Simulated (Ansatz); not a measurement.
This Ga₃As₂N structure is the end of a relaxation. The cell was found from a structure generator's guess, not taken from experiment.

These are results of Ansatz, DFT PBE, scalar-relativistic, plane waves, PAW, not measurements. Cutoff 420 eV, Γ-centred mesh, Gaussian smearing, no spin polarisation.

```cif
data_structure
_symmetry_space_group_name_H-M 'P 1'
_symmetry_Int_Tables_number 1
_cell_length_a 8.5995
_cell_length_b 8.5995
_cell_length_c 8.5995
_cell_angle_alpha 155.870
_cell_angle_beta 155.870
_cell_angle_gamma 34.388
_cell_volume 106.18
loop_
_atom_site_label
_atom_site_type_symbol
_atom_site_fract_x
_atom_site_fract_y
_atom_site_fract_z
_atom_site_occupancy
Ga1 Ga 0.50000 0.50000 0.00000 1
Ga2 Ga 0.88224 0.88224 0.00000 1
Ga3 Ga 0.11776 0.11776 0.00000 1
As1 As 0.65858 0.65858 0.00000 1
As2 As 0.34142 0.34142 0.00000 1
N1 N 0.00000 0.00000 0.00000 1
```

Energies over the elements count from the elements' standard structures at the same level (N₂ as a molecule), with no fitted energy shifts.

Question: What space group does it have?

Answer: I4/mmm (No. 139), with As and N ordered on rock salt sites. Conventional cell: a = 3.595 Å, c = 16.430 Å. Around Ga on a site of symmetry 4/mmm lie 4 N at 2.54 Å and 2 As at 2.61 Å; Ga on a site of symmetry 4mm has 1 N at 1.93 Å and 4 As at 2.63 Å; As is surrounded by 5 Ga at 2.61–2.63 Å; N has 2 Ga at 1.93 Å and 4 Ga at 2.54 Å.

Question: What is its formation energy per atom?

Answer: +0.16 eV/atom. It can't be a ground state, since the elements alone are lower.

Question: Is it a metal?

Answer: Yes, bands cross the Fermi level on the 14×14×14 mesh.

The last run used a 14×14×14 mesh for its 6-atom cell and Gaussian smearing of 0.10 eV. No dispersion correction is applied, so the spacing and binding between layers, chains or molecules are poorly described. The reference form of As is held partly by dispersion forces, which this level lacks. Symmetry constrained the relaxation, so the result can be a saddle point.
